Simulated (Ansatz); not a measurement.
**Diamond alloy of Si and Ge (40 of 64 Si sites exchanged), 64 atoms**

Ansatz, PAW, plane waves. PBEsol relaxation of volume and atoms (shape held) at the single k point (¼, ¼, ¼) without its symmetry partners; single points on the relaxed atoms at the single k point (¼, ¼, ¼) without its symmetry partners, onto which points of the small cell's zone fold. Arrangement: quasirandom. No spin–orbit coupling unless named.

Relaxed structure:

```xyz
64
Lattice="11.1477 0.0000 0.0000 0.0000 11.1477 0.0000 0.0000 0.0000 11.1477" Properties=species:S:1:pos:R:3 pbc="T T T"
Ge   11.1444    0.0089    0.0126
Ge    0.0268    5.5426    0.0184
Ge    0.0198    5.5986    5.5545
Ge    5.5502    0.0322   11.1131
Ge    5.5593    5.5931    5.6128
Ge    1.4520    1.4249    1.3883
Ge    1.3813    1.3857    6.9527
Ge    6.9943    1.4273    1.3581
Ge    6.9394    6.9260    1.3698
Ge    2.7988    2.8244    5.5764
Ge    2.7697    8.3253    0.0271
Ge    2.7861    8.3381    5.5684
Ge    8.3364    2.7550    5.6159
Ge    8.3502    8.3534   11.1236
Ge    8.3665    8.3161    5.5807
Ge    4.1557    9.7781    1.4122
Ge    4.2332    9.7472    6.9714
Ge    9.7301    4.2188    6.9909
Ge    9.7729    9.7128    1.4164
Ge    9.7524    9.7965    6.9556
Ge    2.8310    0.0264    8.3837
Ge    2.7939    5.5699    2.7731
Ge    2.7787    5.5386    8.3485
Ge    8.3657   11.1470    2.7908
Ge    8.4125    5.5683    2.7812
Ge    4.1835    1.3624    4.1862
Ge    4.2224    6.9465    9.7573
Ge    9.7805    1.3880    4.2048
Ge    9.6994    1.4014    9.7546
Ge    9.7386    6.9159    9.7236
Ge    0.0172    2.8257    2.7907
Ge    0.0113    2.8142    8.3964
Ge    0.0082    8.3387    8.3264
Ge    5.5476    2.8049    2.7508
Ge    5.5419    8.3353    2.8091
Ge    1.3701    9.7555    4.1553
Ge    1.3975    9.7467    9.7531
Ge    6.9657    4.1837    4.1899
Ge    6.9501    9.7606    4.2113
Ge    6.9551    9.7613    9.6972
Si    0.0087   11.1424    5.5645
Si    5.5999    0.0202    5.6057
Si    5.5740    5.5091   11.1271
Si    1.3738    6.9632    1.4265
Si    1.4101    6.9556    6.9622
Si    6.9325    1.3880    7.0037
Si    6.9758    6.9585    7.0064
Si    2.8256    2.8102   11.1236
Si    8.3587    2.8398   11.1308
Si    4.1706    4.1868    1.3460
Si    4.2113    4.1603    6.9977
Si    9.7541    4.1580    1.3701
Si    2.7756    0.0044    2.7948
Si    8.3302    0.0224    8.3303
Si    8.2934    5.5576    8.3698
Si    4.1927    1.4628    9.7501
Si    4.1680    6.9482    4.1941
Si    9.7853    6.9801    4.1655
Si    0.0011    8.3183    2.7881
Si    5.5801    2.7884    8.3698
Si    5.5993    8.3275    8.3400
Si    1.4107    4.2017    4.1793
Si    1.4318    4.1648    9.7873
Si    6.9574    4.1688    9.7499
```

What are the mean bond lengths by pair (pairs within 1.2 times the sum of covalent radii, less contacts 15 % beyond the pair's median; cation–cation pairs of compounds aside; long ionic contacts are cut short by that bound)?

Ge–Ge 2.445 ± 0.006 Å (standard deviation, 50 bonds); Ge–Si 2.402 ± 0.006 Å (standard deviation, 60 bonds); Si–Si 2.366 ± 0.008 Å (standard deviation, 18 bonds).

What gap lies between the top filled and the lowest empty level in the single points?

HSE06 1.72 eV (26 s on NVIDIA GB200). Away from Γ this isn't the crystal's band gap. An indirect band minimum needn't fold onto Γ of this cell; where it doesn't, these gaps are too wide.
